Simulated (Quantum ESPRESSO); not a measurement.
# Si3O4NF: finding a planted mistake in a log

Computed values, not a measurement. The program is pw.x of Quantum ESPRESSO 7.5 (plane-wave density functional theory). The cell is made up: 9 atoms on a quartz lattice, with randomly drawn elements, strain and displacements, not relaxed. PseudoDojo standard norm-conserving files (v0.5 for PBE, v0.4.1 for LDA and PBEsol) set the functional; there is no spin polarisation, spin-orbit coupling or dispersion term, and the masses in the input are unused placeholders.

Intended input:

```
&control calculation='scf', pseudo_dir='./dojo.nc.sr.pbe.v0_5.standard.upf', outdir='./o', disk_io='low', tprnfor=.true., tstress=.true. /
&system ibrav=0, nat=9, ntyp=4, nbnd=30, ecutwfc=84.00895049, nosym=.true., tot_charge=0,
 occupations='smearing', smearing='fd', degauss=0.0018374661
/
&electrons conv_thr=7.350e-09, electron_maxstep=60, /
ATOMIC_SPECIES
F 1.0 F.upf
N 1.0 N.upf
O 1.0 O.upf
Si 1.0 Si.upf
CELL_PARAMETERS angstrom
4.8448 -0.0358 -0.0694
-2.4534 4.3371 -0.0387
-0.0762 -0.093 5.4322
ATOMIC_POSITIONS angstrom
Si 2.3287 0.0795 3.7068
Si -1.1633 2.1136 1.7094
Si 1.2449 2.1579 -0.1295
O 1.359 0.9737 4.3263
N 3.1864 0.5562 2.4856
O 2.636 2.4916 0.5451
O 0.3409 1.8263 1.0726
O -1.1521 3.1859 2.9261
F 0.6254 3.6613 4.7305
K_POINTS automatic
5 5 4 1 1 1
```

The log is shortened where brackets say so; the opening notice, blank lines, dates and the lines on written files are dropped, and the path of the files is cut. It prints rydbergs, bohrs and kilobars, and counts compression as positive stress. Where no state is partly filled, the Fermi energy that it prints is only some level between the filled and the empty states on the mesh, and need not lie in the true gap.

Log of the intended run:

```
     Program PWSCF v.7.5
     Parallel version (MPI & OpenMP), running on       4 processor cores
     Number of MPI processes:                 4
     Threads/MPI process:                     1
     [start-up lines left out]
     bravais-lattice index     =            0
     lattice parameter (alat)  =       9.1565  a.u.
     unit-cell volume          =     766.6785 (a.u.)^3
     number of atoms/cell      =            9
     number of atomic types    =            4
     number of electrons       =        48.00
     number of Kohn-Sham states=           30
     kinetic-energy cutoff     =      84.0090  Ry
     charge density cutoff     =     336.0358  Ry
     scf convergence threshold =      7.3E-09
     mixing beta               =       0.7000
     number of iterations used =            8  plain     mixing
     Exchange-correlation= PBE
                           (   1   4   3   4   0   0   0)
     [axes and pseudopotential details left out]
   Cartesian axes
     site n.     atom                  positions (alat units)
         1        Si     tau(   1) = (   0.4805973   0.0164072   0.7650096  )
         2        Si     tau(   2) = (  -0.2400819   0.4362049   0.3527861  )
         3        Si     tau(   3) = (   0.2569225   0.4453475  -0.0267262  )
         4        O      tau(   4) = (   0.2804705   0.2009523   0.8928621  )
         5        N      tau(   5) = (   0.6576094   0.1147886   0.5129783  )
         6        O      tau(   6) = (   0.5440178   0.5142166   0.1124978  )
         7        O      tau(   7) = (   0.0703550   0.3769119   0.2213633  )
         8        O      tau(   8) = (  -0.2377705   0.6575062   0.6038887  )
         9        F      tau(   9) = (   0.1290701   0.7556193   0.9762809  )
     number of k points=    50  Fermi-Dirac smearing, width (Ry)=  0.0018
                       cart. coord. in units 2pi/alat
        k(    1) = (   0.1029362   0.1709831   0.1158690), wk =   0.0400000
        k(    2) = (   0.1061603   0.1747977   0.3389753), wk =   0.0400000
     [further k points left out]
     Dense  grid:    79721 G-vectors     FFT dimensions: (  54,  60,  60)
     Estimated max dynamical RAM per process >     161.37 MB
     Estimated total dynamical RAM >     587.07 MB
     Initial potential from superposition of free atoms
     starting charge      47.9981, renormalised to      48.0000
     Starting wfcs are   36 randomized atomic wfcs
     total cpu time spent up to now is       12.2 secs
     per-process dynamical memory:   126.4 Mb
     Self-consistent Calculation
     iteration #  1     ecut=    84.01 Ry     beta= 0.70
     Davidson diagonalization with overlap
     ethr =  1.00E-02,  avg # of iterations =  3.0
     total cpu time spent up to now is       32.9 secs
     total energy              =    -226.93583843 Ry
     estimated scf accuracy    <       2.87882885 Ry
     iteration #  2     ecut=    84.01 Ry     beta= 0.70
     Davidson diagonalization with overlap
     ethr =  6.00E-03,  avg # of iterations =  3.0
     total cpu time spent up to now is       53.3 secs
     total energy              =    -227.15411070 Ry
     estimated scf accuracy    <       3.67780380 Ry
     [iterations 3 to 9 left out]
     iteration # 10     ecut=    84.01 Ry     beta= 0.70
     Davidson diagonalization with overlap
     ethr =  3.70E-09,  avg # of iterations =  3.0
     total cpu time spent up to now is      205.4 secs
     total energy              =    -228.12495901 Ry
     estimated scf accuracy    <       0.00000012 Ry
     iteration # 11     ecut=    84.01 Ry     beta= 0.70
     Davidson diagonalization with overlap
     ethr =  2.56E-10,  avg # of iterations =  2.0
     total cpu time spent up to now is      221.0 secs
     End of self-consistent calculation
     [lines on levels left out]
     the Fermi energy is     6.5098 ev
!    total energy              =    -228.12495903 Ry
     estimated scf accuracy    <          4.3E-09 Ry
     smearing contrib. (-TS)   =      -0.00000000 Ry
     internal energy E=F+TS    =    -228.12495903 Ry
     The total energy is F=E-TS. E is the sum of the following terms:
     one-electron contribution =    -111.01178245 Ry
     hartree contribution      =      81.10209601 Ry
     xc contribution           =     -61.26982939 Ry
     ewald contribution        =    -136.94544320 Ry
     convergence has been achieved in  11 iterations
     Forces acting on atoms (cartesian axes, Ry/au):
     atom    1 type  4   force =    -0.00997754   -0.14321093   -0.49657222
     atom    2 type  4   force =     0.00195529   -0.15891595    0.23114701
     atom    3 type  4   force =     0.03625452    0.13769119    0.17792525
     atom    4 type  3   force =    -0.22226142    0.06707706    0.01890235
     atom    5 type  2   force =     0.11047852    0.12719559   -0.12344671
     atom    6 type  3   force =     0.00415830    0.06651462   -0.09405245
     atom    7 type  3   force =    -0.10195288    0.00723222    0.02053414
     atom    8 type  3   force =     0.04528911    0.05152918    0.06400452
     atom    9 type  1   force =     0.13605610   -0.15511300    0.20155812
     Total force =     0.782206     Total SCF correction =     0.000136
     Computing stress (Cartesian axis) and pressure
          total   stress  (Ry/bohr**3)                   (kbar)     P=      204.45
   0.00154960  -0.00083813  -0.00034680          227.95     -123.29      -51.02
  -0.00083813   0.00112027   0.00037694         -123.29      164.80       55.45
  -0.00034680   0.00037694   0.00149963          -51.02       55.45      220.60
     init_run     :     11.21s CPU     11.92s WALL (       1 calls)
     electrons    :    206.73s CPU    209.08s WALL (       1 calls)
     forces       :      3.26s CPU      3.33s WALL (       1 calls)
     stress       :     10.45s CPU     10.46s WALL (       1 calls)
     [timing details left out]
     PWSCF        :   3m52.06s CPU   3m55.42s WALL
     JOB DONE.
```

A second run was made from an input with one planted mistake. Its log:

```
     Program PWSCF v.7.5
     Parallel version (MPI & OpenMP), running on       4 processor cores
     Number of MPI processes:                 4
     Threads/MPI process:                     1
     [start-up lines left out]
     bravais-lattice index     =            0
     lattice parameter (alat)  =       9.1565  a.u.
     unit-cell volume          =     766.6785 (a.u.)^3
     number of atoms/cell      =            9
     number of atomic types    =            4
     number of electrons       =        48.00
     number of Kohn-Sham states=           30
     kinetic-energy cutoff     =      84.0090  Ry
     charge density cutoff     =     336.0358  Ry
     scf convergence threshold =      7.3E-09
     mixing beta               =       0.7000
     number of iterations used =            8  plain     mixing
     Exchange-correlation= PBESOL
                           (   1   4  10   8   0   0   0)
     [axes and pseudopotential details left out]
   Cartesian axes
     site n.     atom                  positions (alat units)
         1        Si     tau(   1) = (   0.4805973   0.0164072   0.7650096  )
         2        Si     tau(   2) = (  -0.2400819   0.4362049   0.3527861  )
         3        Si     tau(   3) = (   0.2569225   0.4453475  -0.0267262  )
         4        O      tau(   4) = (   0.2804705   0.2009523   0.8928621  )
         5        N      tau(   5) = (   0.6576094   0.1147886   0.5129783  )
         6        O      tau(   6) = (   0.5440178   0.5142166   0.1124978  )
         7        O      tau(   7) = (   0.0703550   0.3769119   0.2213633  )
         8        O      tau(   8) = (  -0.2377705   0.6575062   0.6038887  )
         9        F      tau(   9) = (   0.1290701   0.7556193   0.9762809  )
     number of k points=    50  Fermi-Dirac smearing, width (Ry)=  0.0018
                       cart. coord. in units 2pi/alat
        k(    1) = (   0.1029362   0.1709831   0.1158690), wk =   0.0400000
        k(    2) = (   0.1061603   0.1747977   0.3389753), wk =   0.0400000
     [further k points left out]
     Dense  grid:    79721 G-vectors     FFT dimensions: (  54,  60,  60)
     Estimated max dynamical RAM per process >     161.37 MB
     Estimated total dynamical RAM >     587.07 MB
     Initial potential from superposition of free atoms
     starting charge      47.9982, renormalised to      48.0000
     Starting wfcs are   36 randomized atomic wfcs
     total cpu time spent up to now is       12.5 secs
     per-process dynamical memory:   126.4 Mb
     Self-consistent Calculation
     iteration #  1     ecut=    84.01 Ry     beta= 0.70
     Davidson diagonalization with overlap
     ethr =  1.00E-02,  avg # of iterations =  3.0
     total cpu time spent up to now is       40.2 secs
     total energy              =    -226.33737971 Ry
     estimated scf accuracy    <       2.75311490 Ry
     iteration #  2     ecut=    84.01 Ry     beta= 0.70
     Davidson diagonalization with overlap
     ethr =  5.74E-03,  avg # of iterations =  3.1
     total cpu time spent up to now is       58.6 secs
     total energy              =    -226.51745066 Ry
     estimated scf accuracy    <       3.68876982 Ry
     [iterations 3 to 9 left out]
     iteration # 10     ecut=    84.01 Ry     beta= 0.70
     Davidson diagonalization with overlap
     ethr =  3.19E-09,  avg # of iterations =  2.9
     total cpu time spent up to now is      206.0 secs
     total energy              =    -227.48613494 Ry
     estimated scf accuracy    <       0.00000010 Ry
     iteration # 11     ecut=    84.01 Ry     beta= 0.70
     Davidson diagonalization with overlap
     ethr =  2.17E-10,  avg # of iterations =  2.0
     total cpu time spent up to now is      228.4 secs
     End of self-consistent calculation
     [lines on levels left out]
     the Fermi energy is     6.3439 ev
!    total energy              =    -227.48613495 Ry
     estimated scf accuracy    <          3.5E-09 Ry
     smearing contrib. (-TS)   =      -0.00000000 Ry
     internal energy E=F+TS    =    -227.48613495 Ry
     The total energy is F=E-TS. E is the sum of the following terms:
     one-electron contribution =    -110.69622147 Ry
     hartree contribution      =      80.53932493 Ry
     xc contribution           =     -60.38379522 Ry
     ewald contribution        =    -136.94544320 Ry
     convergence has been achieved in  11 iterations
     Forces acting on atoms (cartesian axes, Ry/au):
     atom    1 type  4   force =    -0.01172723   -0.14540646   -0.48687938
     atom    2 type  4   force =     0.00257249   -0.15554363    0.22797449
     atom    3 type  4   force =     0.03619730    0.13675605    0.17711905
     atom    4 type  3   force =    -0.21523742    0.06616066    0.02042927
     atom    5 type  2   force =     0.10808155    0.12887821   -0.12153148
     atom    6 type  3   force =     0.00160433    0.06170979   -0.09103322
     atom    7 type  3   force =    -0.10178390    0.01029552    0.01749083
     atom    8 type  3   force =     0.04873894    0.05114426    0.06108113
     atom    9 type  1   force =     0.13155395   -0.15399439    0.19534930
     Total force =     0.768665     Total SCF correction =     0.000109
     Computing stress (Cartesian axis) and pressure
          total   stress  (Ry/bohr**3)                   (kbar)     P=      171.40
   0.00132319  -0.00081951  -0.00035051          194.65     -120.55      -51.56
  -0.00081951   0.00090256   0.00036345         -120.55      132.77       53.47
  -0.00035051   0.00036345   0.00126971          -51.56       53.47      186.78
     init_run     :      5.74s CPU      6.11s WALL (       1 calls)
     electrons    :    214.14s CPU    216.10s WALL (       1 calls)
     forces       :      3.82s CPU      3.91s WALL (       1 calls)
     stress       :     11.68s CPU     11.72s WALL (       1 calls)
     [timing details left out]
     PWSCF        :   4m 1.90s CPU   4m 4.67s WALL
     JOB DONE.
```

Question: what was wrong in the second input?

Answer: the files are those of another functional. The input lines that differ, file-writing options aside:

```
- &control calculation='scf', pseudo_dir='./dojo.nc.sr.pbe.v0_5.standard.upf', outdir='./o', disk_io='low', tprnfor=.true., tstress=.true. /
+ &control calculation='scf', pseudo_dir='./dojo.nc.sr.pbesol.v0_4_1.standard.upf', outdir='./o', disk_io='low', tprnfor=.true., tstress=.true. /
```

```
                                            intended run  run with the mistake
                          free energy (eV)     -3103.798             -3095.107
                    smearing term -TS (eV)        0.0000                0.0000
                            pressure (GPa)         20.45                 17.14
            largest force component (eV/Å)        12.767                12.518
largest change of a force component (eV/Å)                               0.249
                                iterations            11                    11
```

For scale, a rerun of the intended cell at a cutoff of 1437 eV and k mesh 7 x 7 x 6 moved values by no more than 0.002 eV in energy, 0.02 GPa in stress and 0.003 eV/Å in force. Files of another functional have another zero of energy, so the energy change says nothing on stability.